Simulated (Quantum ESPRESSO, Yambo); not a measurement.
# G0W0 results for SrAlSiH at +2 % isotropic strain

Space group P3m1 (No. 156); a = b = 4.291 Å, c = 4.881 Å, α = β = 90.00°, γ = 120.00°

| atom | site | symmetry | x | y | z |
|---|---|---|---|---|---|
| H | 1a | 3m. | 0.0000 | 0.0000 | 0.1025 |
| Al | 1a | 3m. | 0.0000 | 0.0000 | 0.4641 |
| Si | 1c | 3m. | 0.6667 | 0.3333 | 0.5531 |
| Sr | 1b | 3m. | 0.3333 | 0.6667 | 0.0033 |

The PBEsol cell relaxed from Materials Project entry mp-570485 was given an isotropic strain of +2 % on all lattice vectors, and the atoms were relaxed again.

Starting point: PBEsol (pw.x of Quantum ESPRESSO, ONCV potentials, no spin-orbit coupling). G0W0 in Yambo: 3×3×2 Γ-centred k mesh, 136 bands and a 8 Ry block in the screening, 136 bands in G with the Bruneval-Gonze terminator, plasmon pole fitted at 27.2 eV.

```json
{
  "PBEsol gap along the band path": "0.42 eV",
  "PBEsol gap between the mesh's edge points (A → (0, 0.333, 0))": "0.82 eV",
  "G0W0 gap between the same points": "1.35 eV",
  "PBEsol smallest direct gap on the mesh (at A)": "1.57 eV",
  "G0W0 direct gap at that point": "2.26 eV",
  "estimate of the fundamental G0W0 gap (path gap plus the correction; the mesh misses a band edge)": "0.96 eV"
}
```

| k point | band | E PBEsol (eV) | E QP (eV) | shift (eV) | Z |
|---|---|---|---|---|---|
| Γ | VB | -0.82 | -1.44 | -0.62 | 0.77 |
| Γ | CB | 1.21 | 1.13 | -0.08 | 0.78 |
| A | VB | 0.00 | -0.58 | -0.58 | 0.77 |
| A | CB | 1.57 | 1.68 | 0.11 | 0.78 |
| (0, 0.333, 0) | VB | -0.89 | -1.36 | -0.47 | 0.77 |
| (0, 0.333, 0) | CB | 0.82 | 0.77 | -0.04 | 0.78 |

Energies count from the PBEsol valence-band maximum.

Convergence of the G0W0 settings was not tested. The k mesh is coarse.

The structure is a Materials Project entry; no match was found in the copy of COD used, and its stability was not checked.
